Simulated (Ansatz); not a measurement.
Tl$_{2}$GeSe$_{3}$:
```xyz
12
Lattice="6.8354 0.0000 0.0000 -0.3863 8.7671 0.0000 0.0000 0.0000 35.0000" Properties=species:S:1:pos:R:3 pbc="T T F"
Tl     4.8370     4.7068    18.9225
Tl     1.6121     4.0603    16.0775
Tl     2.8705     0.4321    19.6811
Tl     3.5787     8.3349    15.3189
Ge     0.1205     7.2905    17.1323
Ge     6.3286     1.4766    17.8677
Se     0.7780     3.0957    18.8766
Se     5.6711     5.6714    16.1234
Se     2.3124     6.6755    17.6036
Se     4.1367     2.0915    17.3964
Se     0.4715     0.5665    15.8441
Se     5.9777     8.2005    19.1559
```
Free-standing layer in the xy plane with vacuum along z and no interaction between images.

Relaxed with r²SCAN+D4. Special points in fractions of this cell's reciprocal vectors: Γ (0.000, 0.000, 0.000); Y (0.500, 0.000, 0.000); H (0.527, -0.484, 0.000); C (0.500, -0.500, 0.000); H1 (0.473, -0.516, 0.000); X (0.000, -0.500, 0.000).

**Question.** List the band energies nearest the valence-band maximum at these points for r²SCAN+D4 (plane waves, PAW; program Ansatz).

**Answer.** In eV from the valence-band maximum; about four levels below and three above (degenerate sets whole), none deeper than 8.9 eV; points with the same levels are listed once.

| k | below | above |
|---|---|---|
| Γ | -0.53 -0.44 -0.37 -0.03 | 2.16 2.79 3.17 |
| Y | -0.61 -0.36 -0.18 -0.11 | 1.97 2.75 2.86 |
| H | -0.52 -0.43 -0.28 -0.10 | 2.35 2.57 3.21 |
| C | -0.53 -0.43 -0.28 -0.10 | 2.35 2.56 3.21 |
| X | -0.46 -0.37 -0.27 -0.02 | 2.34 2.89 3.03 |

Space group P-1. The layer was cut from a bulk entry of the Materials Project (measured or hypothetical); whether that bulk phase is the ambient one, and whether the layer has been isolated, was not checked. Symmetry was held in the r²SCAN+D4 relaxation; whether a distortion lowers the energy is not shown. Spin–orbit coupling is left out wherever it is not named.

Potentials: the later of the program's two PAW sets.
